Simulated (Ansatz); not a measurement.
Polymorphs of BeS, each relaxed with r²SCAN (plane waves, PAW; program Ansatz):

A: NiAs type (P6_3/mmc), a = b = 3.300 Å, c = 5.255 Å, α = β = 90.00°, γ = 120.00°

B: rock salt (Fm-3m), a = b = c = 4.634 Å, α = β = γ = 90.00°

C: P6_422, a = b = 3.450 Å, c = 7.832 Å, α = β = 90.00°, γ = 120.00°

D: wurtzite (P6_3mc), a = b = 3.4339 Å, c = 5.6609 Å, α = β = 90.00°, γ = 120.00°

E: zinc blende (F-43m), a = b = c = 4.868 Å, α = β = γ = 90.00°

### Question
Rank these by energy per atom at 0 K (lowest first), as r²SCAN gives it.

### Answer
E (+0 meV/atom), D (+8 meV/atom), C (+344 meV/atom), A (+574 meV/atom), B (+619 meV/atom)

### Question
Give each one's gap.

### Answer
A 1.80 eV; B 1.33 eV; C 3.17 eV; D 4.09 eV; E 3.59 eV.

Typed or built starts, not in the databases checked: B; C; D. Not the usual ambient phase: A. All cells were relaxed under the symmetry of their starts (and spin orders); stability against distortions was not tested throughout.

Energies hold the estimated change up to a 700 eV cutoff; steps of a few meV lie near the error of the meshes.

Potentials: the earlier of the program's two PAW sets. The files were generated under PBE; for other functionals the program regenerates the frozen cores, and for LDA and PBEsol the local potential too.
